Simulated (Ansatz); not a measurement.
## Notes on TiTlAsS$_{5}$

```xyz
16
Lattice="6.2392 0.0000 0.0000 -0.2370 7.0487 0.0000 -1.1987 -2.5667 8.5723" Properties=species:S:1:pos:R:3 pbc="T T T"
Tl    0.9825    0.8227    4.6899
Tl    3.8210    3.6593    3.8824
Ti    3.0668    1.9445    0.0077
Ti    1.7367    2.5374    8.5645
As    4.1610    0.0306    2.3274
As    0.6424    4.4514    6.2449
S     2.2531   -0.0204    1.5019
S     2.5503    4.5024    7.0704
S     1.7887    3.4829    1.1461
S     3.0147    0.9991    7.4261
S     4.9889    1.7202    1.5079
S    -0.1854    2.7617    7.0644
S    -0.0479   -0.9615    7.1073
S     4.8514    5.4435    1.4650
S     4.1775    0.0132    4.3110
S     0.6260    4.4688    4.2613
```

Level: r2SCAN, no spin polarisation; 500 eV; 3×3×2 (shifted by 0.5, 0.5, 0 steps) mesh; methfessel-paxton occupations (width 0.2198 eV); Ansatz 0.2.0, fixed geometry.

**Band edges.** Within 0.7 eV of the edges, the states project mainly on S p (87 %) below the gap and on Ti d (78 %) and S p (15 %) above it.
**Stress.** The pressure is 7.4 GPa (compression positive), so with the atoms held at these fractions the cell would first expand; the forces are large, so a full relaxation may end otherwise. The principal stresses 6.1, 6.9, 9.1 GPa differ, so its shape would change too.
**Forces.** The largest is on S15 (and as large on other atoms): 3.35 eV/Å, components (0.00, -0.05, 3.35). It makes 179° with the line to a nearest neighbour, As5 at 1.98 Å, pointing away from it.
**Electronic structure.** The gap on the k mesh is 1.35 eV; the mesh may miss the band edges, so the true gap of this level can be smaller.
**Formation energy.** -0.62 eV an atom against the elements' usual phases (free molecules for gases, crystals otherwise, with no correction for O₂ or N₂), so it is bound against them; other compounds may still compete. Relaxing would lower it.

Origin: a known structure type with other elements, at an estimated volume, so it need not be a known compound. Caveats: an odd or shifted mesh can miss the band edges, so this level's true gap may be smaller; no spin-orbit coupling, which can shift this gap by tenths of an eV; atoms or cell far from equilibrium; wide smearing.
